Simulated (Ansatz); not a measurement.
Values for one crystal, relaxed and computed with PBE in the plane-wave PAW code Ansatz; other levels are named.

```yaml
volume_per_atom: 16.80 Å³
electronic_character: metallic (no gap)
Density of states at the Fermi level: 0.23 states/eV per atom (mean over ±0.08 eV)
Pressure derivative B′: 3.9
Formation energy from the elements (no fitted shifts): -0.67 eV/atom
Bulk modulus (Birch–Murnaghan fit): 124 GPa
```

Which compound is it?
(A) VSi, CsCl type
(B) TiSi2, Fddd (Ti on 8b, Si on 16f)
(C) VSi2, P6/mmm (V on 1a, Si on 2d)
(D) ZrSi2, Cmcm (Si on 4c, Si on 4c, Zr on 4c)

D, ZrSi2, Cmcm (Si on 4c, Si on 4c, Zr on 4c)

Symmetry was held in the PBE relaxation. No spin polarisation was allowed. The references are the lowest solids computed at this level, not always the standard phases. Spin–orbit coupling is left out wherever it is not named.

Potentials: the later of the program's two PAW sets.
